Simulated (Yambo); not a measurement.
Here is the system:

```
ScF3
1.0
    2.82087     1.62863     2.30221
   -2.82087     1.62863     2.30221
    0.00000    -3.25726     2.30221
F Sc
3 1
Direct
  0.50000   0.00174   0.99826
  0.99826   0.50000   0.00174
  0.00174   0.99826   0.50000
  0.00000   0.00000   0.00000
```

Workflow: PBEsol (pw.x of Quantum ESPRESSO, ONCV potentials, without SOC), then G0W0 in Yambo (4×4×4 Γ-centred k mesh, bands 2 to 154 and a 10 Ry block in the screening, 154 bands in G with the Bruneval-Gonze terminator, plasmon pole fitted at 27.2 eV).

Task: Give the PBEsol and G0W0 gaps between the band edges found on this mesh, and say where the edges lie.

Result: Edges: Z → Γ. PBEsol: 6.41 eV; G0W0: 11.50 eV. Convergence of the G0W0 settings was not tested. 

Geometry strained from the cell relaxed with PBEsol, atoms relaxed again.
